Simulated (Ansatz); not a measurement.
# Stress against strain in MgAu

```
CELL_PARAMETERS angstrom
3.25900 0.00000 0.00000
0.00000 3.25900 0.00000
0.00000 0.00000 3.25900
ATOMIC_POSITIONS crystal
Mg 0.50000 0.50000 0.50000
Au 0.00000 0.00000 0.00000
```

Atoms are numbered in the order listed.

The cell comes from COD entry 9008804, which wasn't checked; take it as a given geometry.

No spin–orbit coupling, which matters for the heavy atoms here.

Computed with Ansatz 0.2.0, DFT, LDA, all-electron LAPW, scalar-relativistic.

Sampling and basis: a Γ-centred 13×13×13 k mesh, Fermi–Dirac smearing of 0.05 eV, basis error target 0.25 meV/atom, no spin polarisation.

The strain is applied along the Cartesian axes of the cell as listed (the other components stay zero). Fractional coordinates are held (clamped ions).

σ is the change of stress from the unstrained cell, which is at -3.49 GPa; tension is positive, so slopes are stress–strain coefficients at that pressure. In a metal the k mesh adds noise.

Only quantities that a quadratic follows smoothly over the whole series are listed; rougher ones are left out.

```csv
εxx = εyy,σzz (GPa),σxx (GPa)
-0.0200,-3.66,-3.93
-0.0100,-1.79,-1.81
0.0000,0.00,0.00
0.0200,2.83,3.13
```

**Question.** Fit the series and read off the stiffness at zero strain.

**Answer.** Least-squares fits y = p0 + p1 x + p2 x² to the rows give σzz (GPa): p1 = 163, p2 = -980; σxx (GPa): p1 = 176, p2 = -1100. So 2 C12 = 163 GPa and C11 + C12 = 176 GPa.

**Question.** One run, at εxx = εyy = 0.0100, is withheld. Predict its row.

**Answer.** The fits give 1.50, 1.68; the run gave 1.55, 1.63.
